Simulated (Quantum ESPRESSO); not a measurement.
# TiIn3O5N: one run as intended and one with a planted mistake

Computed values, not a measurement. The program is pw.x of Quantum ESPRESSO 7.5 (plane-wave density functional theory). The cell is made up: 10 atoms on a corundum lattice, with randomly drawn elements, strain and displacements, not relaxed. PseudoDojo standard norm-conserving files (v0.5 for PBE, v0.4.1 for LDA and PBEsol) set the functional; there is no spin polarisation, spin-orbit coupling or dispersion term, and the masses in the input are unused placeholders.

Intended input:

```
&control calculation='scf', pseudo_dir='./dojo.nc.sr.pbe.v0_5.standard.upf', outdir='./o', disk_io='low', tprnfor=.true., tstress=.true. /
&system ibrav=0, nat=10, ntyp=4, nbnd=49, ecutwfc=84.00895049, nosym=.true., tot_charge=0,
 occupations='smearing', smearing='fd', degauss=0.0018374661
/
&electrons conv_thr=7.350e-09, electron_maxstep=60, /
ATOMIC_SPECIES
In 1.0 In.upf
N 1.0 N.upf
O 1.0 O.upf
Ti 1.0 Ti.upf
CELL_PARAMETERS angstrom
2.7706 1.6782 4.9167
-2.8339 1.667 4.9563
-0.0414 -3.2743 4.9133
ATOMIC_POSITIONS angstrom
Ti 0.0129 0.002 5.2291
In -0.0421 0.0883 2.1684
In -0.0392 -0.0176 9.6094
In -0.1268 0.0116 12.5704
O -1.2535 1.6818 8.5752
N -0.9709 -1.7375 8.7299
O 1.8249 0.2468 8.6239
O 1.0544 -1.6686 6.1386
O 0.8015 1.821 6.1466
O -1.9731 0.019 6.1872
K_POINTS automatic
5 5 5 1 1 1
```

The log is shortened where brackets say so; the opening notice, blank lines, dates and the lines on written files are dropped, and the path of the files is cut. It prints rydbergs, bohrs and kilobars, and counts compression as positive stress.

Log of the intended run:

```
     Program PWSCF v.7.5
     Parallel version (MPI & OpenMP), running on       4 processor cores
     Number of MPI processes:                 4
     Threads/MPI process:                     1
     [start-up lines left out]
     bravais-lattice index     =            0
     lattice parameter (alat)  =      11.1264  a.u.
     unit-cell volume          =     922.0864 (a.u.)^3
     number of atoms/cell      =           10
     number of atomic types    =            4
     number of electrons       =        86.00
     number of Kohn-Sham states=           49
     kinetic-energy cutoff     =      84.0090  Ry
     charge density cutoff     =     336.0358  Ry
     scf convergence threshold =      7.3E-09
     mixing beta               =       0.7000
     number of iterations used =            8  plain     mixing
     Exchange-correlation= PBE
                           (   1   4   3   4   0   0   0)
     [axes and pseudopotential details left out]
   Cartesian axes
     site n.     atom                  positions (alat units)
         1        Ti     tau(   1) = (   0.0021910   0.0003397   0.8881204  )
         2        In     tau(   2) = (  -0.0071503   0.0149970   0.3682852  )
         3        In     tau(   3) = (  -0.0066578  -0.0029892   1.6320789  )
         4        In     tau(   4) = (  -0.0215360   0.0019702   2.1349808  )
         5        O      tau(   5) = (  -0.2128968   0.2856401   1.4564284  )
         6        N      tau(   6) = (  -0.1648995  -0.2951003   1.4827030  )
         7        O      tau(   7) = (   0.3099445   0.0419170   1.4646997  )
         8        O      tau(   8) = (   0.1790813  -0.2833982   1.0425916  )
         9        O      tau(   9) = (   0.1361283   0.3092821   1.0439503  )
        10        O      tau(  10) = (  -0.3351151   0.0032270   1.0508459  )
     number of k points=    63  Fermi-Dirac smearing, width (Ry)=  0.0018
                       cart. coord. in units 2pi/alat
        k(    1) = (   0.0008452  -0.0005619   0.1194671), wk =   0.0320000
        k(    2) = (   0.0018925  -0.2389840   0.2002567), wk =   0.0320000
     [further k points left out]
     Dense  grid:    95971 G-vectors     FFT dimensions: (  72,  72,  72)
     Estimated max dynamical RAM per process >     295.54 MB
     Estimated total dynamical RAM >       1.09 GB
     Initial potential from superposition of free atoms
     starting charge      85.9867, renormalised to      86.0000
     Starting wfcs are   61 randomized atomic wfcs
     total cpu time spent up to now is       12.4 secs
     per-process dynamical memory:   241.2 Mb
     Self-consistent Calculation
     iteration #  1     ecut=    84.01 Ry     beta= 0.70
     Davidson diagonalization with overlap
     ethr =  1.00E-02,  avg # of iterations =  2.0
     total cpu time spent up to now is       35.0 secs
     total energy              =    -701.51600466 Ry
     estimated scf accuracy    <       3.98141177 Ry
     iteration #  2     ecut=    84.01 Ry     beta= 0.70
     Davidson diagonalization with overlap
     ethr =  4.63E-03,  avg # of iterations =  5.5
     total cpu time spent up to now is       68.7 secs
     total energy              =    -697.80870462 Ry
     estimated scf accuracy    <      55.00785130 Ry
     [iterations 3 to 14 left out]
     iteration # 15     ecut=    84.01 Ry     beta= 0.70
     Davidson diagonalization with overlap
     ethr =  1.64E-10,  avg # of iterations =  4.2
     total cpu time spent up to now is      417.9 secs
     total energy              =    -703.73413257 Ry
     estimated scf accuracy    <       0.00000001 Ry
     iteration # 16     ecut=    84.01 Ry     beta= 0.70
     Davidson diagonalization with overlap
     ethr =  1.40E-11,  avg # of iterations =  3.4
     total cpu time spent up to now is      445.4 secs
     End of self-consistent calculation
     [lines on levels left out]
!    total energy              =    -703.73413257 Ry
     estimated scf accuracy    <          3.5E-09 Ry
     smearing contrib. (-TS)   =      -0.00000000 Ry
     internal energy E=F+TS    =    -703.73413257 Ry
     The total energy is F=E-TS. E is the sum of the following terms:
     one-electron contribution =    -190.10728084 Ry
     hartree contribution      =     156.47220802 Ry
     xc contribution           =    -185.44590655 Ry
     ewald contribution        =    -484.65315321 Ry
     convergence has been achieved in  16 iterations
     Forces acting on atoms (cartesian axes, Ry/au):
     atom    1 type  4   force =    -0.06334063    0.05958643   -0.05386256
     atom    2 type  1   force =    -0.01891473   -0.01736872    0.02016357
     atom    3 type  1   force =    -0.01975268    0.02138855   -0.07022420
     atom    4 type  1   force =     0.02984718    0.03368015    0.07769012
     atom    5 type  3   force =    -0.01571523   -0.01259554    0.07609351
     atom    6 type  2   force =     0.02821175   -0.07624680    0.00914162
     atom    7 type  3   force =     0.04442244    0.02234791    0.02959106
     atom    8 type  3   force =    -0.01549435    0.09059603   -0.03447449
     atom    9 type  3   force =    -0.02381954   -0.07048490   -0.02090608
     atom   10 type  3   force =     0.05455578   -0.05090311   -0.03321256
     Total force =     0.252758     Total SCF correction =     0.000143
     Computing stress (Cartesian axis) and pressure
          total   stress  (Ry/bohr**3)                   (kbar)     P=      -93.87
  -0.00063847   0.00009833   0.00001290          -93.92       14.46        1.90
   0.00009833  -0.00090205  -0.00010190           14.46     -132.70      -14.99
   0.00001290  -0.00010190  -0.00037374            1.90      -14.99      -54.98
     init_run     :     11.33s CPU     11.74s WALL (       1 calls)
     electrons    :    432.02s CPU    433.06s WALL (       1 calls)
     forces       :      2.55s CPU      2.59s WALL (       1 calls)
     stress       :      8.84s CPU      8.88s WALL (       1 calls)
     [timing details left out]
     PWSCF        :   7m35.52s CPU   7m37.22s WALL
     JOB DONE.
```

A second run has one planted mistake: two atoms have their elements exchanged. The input lines that differ, file-writing options aside:

```
- N -0.9709 -1.7375 8.7299
+ O -0.9709 -1.7375 8.7299
- O 1.0544 -1.6686 6.1386
+ N 1.0544 -1.6686 6.1386
```

Its log:

```
     Program PWSCF v.7.5
     Parallel version (MPI & OpenMP), running on       4 processor cores
     Number of MPI processes:                 4
     Threads/MPI process:                     1
     [start-up lines left out]
     bravais-lattice index     =            0
     lattice parameter (alat)  =      11.1264  a.u.
     unit-cell volume          =     922.0864 (a.u.)^3
     number of atoms/cell      =           10
     number of atomic types    =            4
     number of electrons       =        86.00
     number of Kohn-Sham states=           49
     kinetic-energy cutoff     =      84.0090  Ry
     charge density cutoff     =     336.0358  Ry
     scf convergence threshold =      7.3E-09
     mixing beta               =       0.7000
     number of iterations used =            8  plain     mixing
     Exchange-correlation= PBE
                           (   1   4   3   4   0   0   0)
     [axes and pseudopotential details left out]
   Cartesian axes
     site n.     atom                  positions (alat units)
         1        Ti     tau(   1) = (   0.0021910   0.0003397   0.8881204  )
         2        In     tau(   2) = (  -0.0071503   0.0149970   0.3682852  )
         3        In     tau(   3) = (  -0.0066578  -0.0029892   1.6320789  )
         4        In     tau(   4) = (  -0.0215360   0.0019702   2.1349808  )
         5        O      tau(   5) = (  -0.2128968   0.2856401   1.4564284  )
         6        O      tau(   6) = (  -0.1648995  -0.2951003   1.4827030  )
         7        O      tau(   7) = (   0.3099445   0.0419170   1.4646997  )
         8        N      tau(   8) = (   0.1790813  -0.2833982   1.0425916  )
         9        O      tau(   9) = (   0.1361283   0.3092821   1.0439503  )
        10        O      tau(  10) = (  -0.3351151   0.0032270   1.0508459  )
     number of k points=    63  Fermi-Dirac smearing, width (Ry)=  0.0018
                       cart. coord. in units 2pi/alat
        k(    1) = (   0.0008452  -0.0005619   0.1194671), wk =   0.0320000
        k(    2) = (   0.0018925  -0.2389840   0.2002567), wk =   0.0320000
     [further k points left out]
     Dense  grid:    95971 G-vectors     FFT dimensions: (  72,  72,  72)
     Estimated max dynamical RAM per process >     295.54 MB
     Estimated total dynamical RAM >       1.09 GB
     Initial potential from superposition of free atoms
     starting charge      85.9867, renormalised to      86.0000
     Starting wfcs are   61 randomized atomic wfcs
     total cpu time spent up to now is       17.7 secs
     per-process dynamical memory:   242.4 Mb
     Self-consistent Calculation
     iteration #  1     ecut=    84.01 Ry     beta= 0.70
     Davidson diagonalization with overlap
     ethr =  1.00E-02,  avg # of iterations =  2.0
     total cpu time spent up to now is       48.7 secs
     total energy              =    -701.56772606 Ry
     estimated scf accuracy    <       3.94246904 Ry
     iteration #  2     ecut=    84.01 Ry     beta= 0.70
     Davidson diagonalization with overlap
     ethr =  4.58E-03,  avg # of iterations =  5.8
     total cpu time spent up to now is       92.8 secs
     total energy              =    -697.77058482 Ry
     estimated scf accuracy    <      53.50235962 Ry
     [iterations 3 to 13 left out]
     iteration # 14     ecut=    84.01 Ry     beta= 0.70
     Davidson diagonalization with overlap
     ethr =  4.30E-10,  avg # of iterations =  2.0
     total cpu time spent up to now is      538.5 secs
     total energy              =    -703.75903769 Ry
     estimated scf accuracy    <       0.00000007 Ry
     iteration # 15     ecut=    84.01 Ry     beta= 0.70
     Davidson diagonalization with overlap
     ethr =  8.43E-11,  avg # of iterations =  3.9
     total cpu time spent up to now is      572.5 secs
     End of self-consistent calculation
     [lines on levels left out]
!    total energy              =    -703.75903771 Ry
     estimated scf accuracy    <          4.7E-09 Ry
     smearing contrib. (-TS)   =      -0.00000000 Ry
     internal energy E=F+TS    =    -703.75903771 Ry
     The total energy is F=E-TS. E is the sum of the following terms:
     one-electron contribution =    -189.47417345 Ry
     hartree contribution      =     156.16876738 Ry
     xc contribution           =    -185.45652604 Ry
     ewald contribution        =    -484.99710559 Ry
     convergence has been achieved in  15 iterations
     Forces acting on atoms (cartesian axes, Ry/au):
     atom    1 type  4   force =    -0.00121127   -0.04251665    0.02743634
     atom    2 type  1   force =    -0.00127154   -0.02036046   -0.01407254
     atom    3 type  1   force =    -0.03404444    0.03684670   -0.03654045
     atom    4 type  1   force =    -0.00111358    0.03812475    0.04529094
     atom    5 type  3   force =    -0.01973119   -0.00511766    0.07508362
     atom    6 type  3   force =     0.00719876   -0.05131148   -0.00958401
     atom    7 type  3   force =     0.03630356    0.03280791    0.02697233
     atom    8 type  2   force =    -0.03723439    0.12946993   -0.05535239
     atom    9 type  3   force =    -0.02146186   -0.06826969   -0.02164021
     atom   10 type  3   force =     0.07256596   -0.04967336   -0.03759363
     Total force =     0.241732     Total SCF correction =     0.000249
     Computing stress (Cartesian axis) and pressure
          total   stress  (Ry/bohr**3)                   (kbar)     P=      -98.57
  -0.00082174   0.00010388   0.00008259         -120.88       15.28       12.15
   0.00010388  -0.00089876  -0.00004696           15.28     -132.21       -6.91
   0.00008259  -0.00004696  -0.00028968           12.15       -6.91      -42.61
     init_run     :     13.51s CPU     14.15s WALL (       1 calls)
     electrons    :    552.27s CPU    554.94s WALL (       1 calls)
     forces       :      4.25s CPU      4.35s WALL (       1 calls)
     stress       :     13.10s CPU     13.16s WALL (       1 calls)
     [timing details left out]
     PWSCF        :   9m46.75s CPU   9m50.43s WALL
     JOB DONE.
```

|  | intended run | run with the mistake |
| --- | --- | --- |
| free energy (eV) | -9574.791 | -9575.129 |
| smearing term -TS (eV) | 0.0000 | 0.0000 |
| pressure (GPa) | -9.39 | -9.86 |
| largest force component (eV/Å) | 2.329 | 3.329 |
| largest change of a force component (eV/Å) |  | 2.625 |
| iterations | 16 | 15 |

For scale, a rerun of the intended cell at a cutoff of 1437 eV and k mesh 7 x 7 x 7 moved values by no more than 0.003 eV in energy, 0.03 GPa in stress and 0.002 eV/Å in force.